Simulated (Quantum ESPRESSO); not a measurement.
# Band energies of WSe2 monolayer at +1.5 % biaxial strain

```
WSe2
1.0
    3.32034     0.00000     0.00000
   -1.66017     2.87550     0.00000
    0.00000     0.00000    16.30000
Se W
2 1
Cartesian
  0.00000   0.00000  -1.65449
  0.00000   0.00000   1.65449
  0.00000   1.91700   0.00000
```

PBEsol (Quantum ESPRESSO, PseudoDojo norm-conserving, 86 Ry, without SOC); path ΓMKΓ; energies in eV from the valence-band maximum.

| k (1/Å) | point | band 19 | band 20 | band 21 | band 22 | band 23 | band 24 | band 25 | band 26 |
|---|---|---|---|---|---|---|---|---|---|
| 0.00 | Γ | -2.43 | -2.05 | -1.30 | -1.30 | -0.22 | 2.93 | 2.93 | 3.15 |
| 0.11 |  | -2.40 | -2.17 | -1.36 | -1.24 | -0.24 | 2.83 | 2.97 | 3.00 |
| 0.33 |  | -2.78 | -2.13 | -1.78 | -1.22 | -0.41 | 2.27 | 2.52 | 2.78 |
| 0.44 |  | -3.17 | -2.06 | -1.91 | -1.37 | -0.62 | 2.07 | 2.57 | 2.58 |
| 0.66 |  | -4.03 | -2.57 | -1.74 | -1.45 | -1.11 | 2.11 | 2.31 | 3.05 |
| 0.76 |  | -4.35 | -2.76 | -1.88 | -1.24 | -1.20 | 2.27 | 2.27 | 3.33 |
| 0.98 |  | -4.17 | -3.00 | -2.01 | -1.02 | -1.01 | 2.32 | 2.65 | 3.69 |
| 1.09 | M | -4.16 | -3.03 | -2.03 | -0.98 | -0.96 | 2.34 | 2.74 | 3.73 |
| 1.30 |  | -4.10 | -3.17 | -2.04 | -2.02 | -0.51 | 2.28 | 2.83 | 3.80 |
| 1.41 |  | -4.05 | -3.25 | -2.71 | -2.04 | -0.38 | 2.11 | 3.00 | 3.42 |
| 1.62 |  | -4.18 | -3.67 | -3.26 | -2.19 | -0.08 | 1.61 | 2.97 | 3.43 |
| 1.72 | K | -4.35 | -3.72 | -3.24 | -2.24 | 0.00 | 1.49 | 2.92 | 3.53 |
| 1.92 |  | -4.00 | -3.59 | -3.32 | -2.06 | -0.28 | 1.86 | 2.99 | 3.12 |
| 2.01 |  | -3.99 | -3.37 | -3.28 | -1.87 | -0.47 | 2.07 | 2.78 | 3.00 |
| 2.21 |  | -4.31 | -3.36 | -2.51 | -1.48 | -0.72 | 1.85 | 2.55 | 2.81 |
| 2.31 |  | -3.89 | -3.25 | -2.17 | -1.31 | -0.78 | 1.76 | 2.49 | 2.65 |
| 2.50 |  | -3.19 | -2.62 | -1.95 | -1.11 | -0.67 | 1.95 | 2.42 | 2.47 |
| 2.60 |  | -2.91 | -2.19 | -2.05 | -1.08 | -0.50 | 2.13 | 2.41 | 2.61 |
| 2.79 |  | -2.37 | -2.32 | -1.52 | -1.17 | -0.27 | 2.67 | 2.69 | 2.99 |
| 2.98 | Γ | -2.43 | -2.05 | -1.30 | -1.30 | -0.22 | 2.93 | 2.93 | 3.15 |

The PBEsol gap is direct, 1.49 eV at K. The valence-band maximum lies 5.21 eV below the vacuum level.

Spin-orbit coupling is left out, which matters for elements this heavy: edges can move by tenths of an eV.

Geometry strained from the cell relaxed with PBEsol, atoms relaxed again.
